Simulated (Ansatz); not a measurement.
**Data sheet: VSi (DFT)**

VSi:
```
VSi
1.0
   -1.62645     1.62645     5.45802
    1.62645    -1.62645     5.45802
    1.62645     1.62645    -5.45802
V Si
2 2
Direct
  0.99837   0.99837   0.00000
  0.74837   0.24837   0.50000
  0.41763   0.41763   0.00000
  0.16763   0.66763   0.50000
```
The run is spin-polarised; directions of the spins, atom by atom: 0 0 0 0.

Space group I4_1md (No. 109); conventional cell a = b = 3.2529 Å, c = 10.9160 Å, α = β = γ = 90.00°.

Method: plane-wave PAW PBE (Ansatz code). The cell and atoms are relaxed at this level. Other levels are named where they apply.

**Cell and energy**

```
Quantity                                                       Value
-----------------------------------------------------  -------------
Volume per atom                                             14.44 Å³
Density                                                   4.54 g/cm³
Formation energy from the elements (no fitted shifts)  -0.10 eV/atom
```

**Electronic structure**

```
Item                                                                       Result
------------------------------------  -------------------------------------------
Electronic character                                            metallic (no gap)
Density of states at the Fermi level  1.1 states/eV per atom (mean over ±0.08 eV)
```

**Magnetism**

```
Item                       Value
--------------  ----------------
Magnetic order     ferromagnetic
Net moment      0.11 μB per atom
```

**Mechanics**

```
Quantity                              Value
----------------------------------  -------
Bulk modulus (Birch–Murnaghan fit)  141 GPa
Pressure derivative B′                  2.9
```

The cell is a constructed one: a structure type filled with these elements; neither database checked (COD, Materials Project) lists it. Its standing as an ambient phase is unchecked. The PBE relaxation kept the symmetry of its start; whether a distortion lowers the energy is not shown. The final state is ferromagnetic, the only order run, not a proven ground state. The references are the lowest solids computed at this level, not always the standard phases.

Potentials: the later of the program's two PAW sets.
